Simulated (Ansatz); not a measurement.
Input:

GaN:
```cif
data_Ga3N3
_chemical_formula_sum 'Ga3 N3'
_space_group_name_H-M_alt 'P6222'
_space_group_IT_number 180
_space_group_name_Hall 'P 62 2 (0 0 4)'
_cell_length_a 3.16359
_cell_length_b 3.16359
_cell_length_c 7.43898
_cell_angle_alpha 90.000
_cell_angle_beta 90.000
_cell_angle_gamma 120.000
loop_
_atom_site_label
_atom_site_type_symbol
_atom_site_symmetry_multiplicity
_atom_site_Wyckoff_symbol
_atom_site_fract_x
_atom_site_fract_y
_atom_site_fract_z
_atom_site_occupancy
Ga1 Ga 3 d 0.50000 0.00000 0.50000 1
N1 N 3 c 0.50000 0.00000 0.00000 1
```

This is the PBE-relaxed structure.

### Question
All from plane-wave PAW PBE (Ansatz code), unless another level is named. Estimate the electron effective mass.

### Answer
0.12 mₑ (isotropic).

### Question
Predict the weight of the conduction-edge state by species (Voronoi cells).

### Answer
Ga 50 %, N 50 %.

### Question
What about the weight of the valence-edge state by species (Voronoi cells)?

### Answer
N 89 %, Ga 11 %.

Space group P6_222. The start of the workflow was typed in or built on a structure type; neither database checked (COD, Materials Project) lists it. It is not the phase usual at ambient conditions (space group No. 186, 216). Symmetry was held in the PBE relaxation; whether a distortion lowers the energy is not shown. Spin–orbit coupling is left out wherever it is not named.

Potentials: the later of the program's two PAW sets.

Edges and masses are those of Kohn–Sham bands, whose gap is no quasiparticle gap.
